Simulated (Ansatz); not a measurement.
Zr2Ni in space group I4/mcm (No. 140; Zr on 8h, Ni on 4a) under volume change, PBEsol in the plane-wave PAW code Ansatz, shape and atoms relaxed at each volume.

| V (Å³/atom) | E − E(relaxed) (meV/atom) | P (GPa) |
|---|---|---|
| 16.094 | 67.4 | 14.61 |
| 16.625 | 28.5 | 9.03 |
| 17.155 | [?] | [?] |
| 17.686 | 0.0 | 0.01 |
| 18.216 | 6.1 | -3.61 |
| 18.747 | 23.3 | -6.72 |
| 19.278 | [?] | [?] |

### Question
Complete the blanks.

### Answer

- 19.278, E − E(relaxed) (meV/atom): 50.1
- 19.278, P (GPa): -9.39
- 17.155, E − E(relaxed) (meV/atom): 6.8
- 17.155, P (GPa): 4.19

### Question
What does a third-order Birch–Murnaghan fit give for V₀, B₀ and B′?

### Answer
V₀ = 17.69 Å³/atom, B₀ = 129 GPa, B′ = 3.9.

The workflow started from a Materials Project entry (that database holds measured and hypothetical structures alike); the Crystallography Open Database files this formula in space group No. 140, but the cells were not matched. Whether it is the stable phase at ambient conditions was not checked. Symmetry was held in the PBEsol relaxation; of distortions, only those at the zone centre were tested. The run is not spin-polarised.

Potentials: the later of the program's two PAW sets.
